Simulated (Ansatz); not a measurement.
Bi$_{2}$Te$_{3}$:
```yaml
crystal:
  lattice:
    - [4.31114, 0.00000, 0.00000]
    - [-2.15557, 3.73355, 0.00000]
    - [0.00000, 0.00000, 41.00000]
  atoms:
    - { symbol: Te, position: [0.00000, 0.00000, 0.50000] }
    - { symbol: Bi, position: [0.66667, 0.33333, 0.45076] }
    - { symbol: Te, position: [0.66667, 0.33333, 0.59087] }
    - { symbol: Bi, position: [0.33333, 0.66667, 0.54924] }
    - { symbol: Te, position: [0.33333, 0.66667, 0.40913] }
```
The layer is periodic in x and y and isolated along z.

Relaxed with LDA.

Tabulate the total density of states from LDA (plane waves, PAW; program Ansatz).

States/eV per cell of 5 atoms, means over 0.25 eV bins, energy of the bin centre from the valence-band maximum.

| E (eV) | total |
|---|---|
| -7.86 | 0.54 |
| -7.61 | 0.42 |
| -7.36 | 0.00 |
| -7.11 | 0.00 |
| -6.86 | 0.00 |
| -6.61 | 0.00 |
| -6.36 | 0.00 |
| -6.11 | 0.00 |
| -5.86 | 0.00 |
| -5.61 | 0.00 |
| -5.36 | 0.00 |
| -5.11 | 0.00 |
| -4.86 | 0.00 |
| -4.61 | 1.29 |
| -4.36 | 2.27 |
| -4.11 | 1.48 |
| -3.86 | 2.06 |
| -3.61 | 2.15 |
| -3.36 | 4.26 |
| -3.11 | 4.16 |
| -2.86 | 4.39 |
| -2.61 | 4.30 |
| -2.36 | 4.74 |
| -2.11 | 5.04 |
| -1.86 | 4.75 |
| -1.61 | 2.79 |
| -1.36 | 2.79 |
| -1.11 | 5.19 |
| -0.86 | 2.76 |
| -0.61 | 7.76 |
| -0.36 | 5.94 |
| -0.11 | 3.88 |
| 0.14 | 0.00 |
| 0.39 | 0.00 |
| 0.64 | 0.00 |
| 0.89 | 0.01 |
| 1.14 | 0.21 |
| 1.39 | 1.31 |
| 1.64 | 3.84 |
| 1.89 | 4.61 |
| 2.14 | 6.71 |
| 2.39 | 6.78 |
| 2.64 | 2.03 |
| 2.89 | 1.28 |
| 3.14 | 1.87 |
| 3.39 | 3.56 |
| 3.64 | 3.65 |
| 3.89 | 4.79 |
| 4.14 | 4.18 |
| 4.39 | 3.59 |
| 4.64 | 4.22 |
| 4.89 | 1.94 |
| 5.14 | 1.79 |
| 5.39 | 2.70 |

Space group P-3m1 (quintuple layer). A layer that has been made, often on a substrate. The LDA relaxation kept the symmetry of its start; whether a distortion lowers the energy is not shown. Spin–orbit coupling is left out wherever it is not named.

Potentials: the later of the program's two PAW sets.
